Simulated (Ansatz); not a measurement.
Here are 2 structures of SiSTe, each relaxed with r2SCAN (the PAW code Ansatz). All cells are spin-unpolarised, without nuclear motion, and some may be hypothetical.

- Janus 1T monolayer: the sheet's in-plane cell has a = 3.539 Å, b = 3.539 Å (γ = 120.0°), and its outermost atoms lie 2.94 Å apart along the normal. Around Si lie 3 S at 2.40 Å and 3 Te at 2.65 Å; around S lie 3 Si at 2.40 Å; around Te lie 3 Si at 2.65 Å.
- Janus 2H monolayer: in-plane lattice: a = 3.333 Å, b = 3.333 Å, γ = 120.0°; thickness between the outer nuclei 3.64 Å. Si is surrounded by 3 S at 2.33 Å and 3 Te at 3.01 Å; S is surrounded by 3 Si at 2.33 Å; Te is surrounded by 3 Si at 3.01 Å.

**Question.** Which is lowest in energy with r2SCAN, and by how much?

**Answer.** Among these cells the lowest with r2SCAN is Janus 1T monolayer, 263 meV an atom below the next, Janus 2H monolayer. Other structures, not computed here, could lie lower.

**Question.** Does the order change among the functionals that relaxed these cells?

**Answer.** Not for the lowest cell. PBE agrees on the lowest cell. PBE: Janus 1T monolayer 0, Janus 2H monolayer 199 meV an atom.

**Question.** What gaps does r2SCAN give on these cells?

**Answer.** Janus 1T monolayer: none (overlap 0.73); Janus 2H monolayer: none (overlap 3.80) (eV; d direct, i indirect).

**Question.** What gaps does PBE give on these cells?

**Answer.** Janus 1T monolayer: none (overlap 0.86); Janus 2H monolayer: none (overlap 3.65) (eV; d direct, i indirect).

No spin-orbit coupling is included; it can move band edges with weight on the heavy atoms by tenths of an eV.

Where bands overlap the cell is a metal at that level, and these k meshes limit energies, forces and stress.

For some runs the program warns that the potential is rough where the density is thin, which bears on empty states near the vacuum.
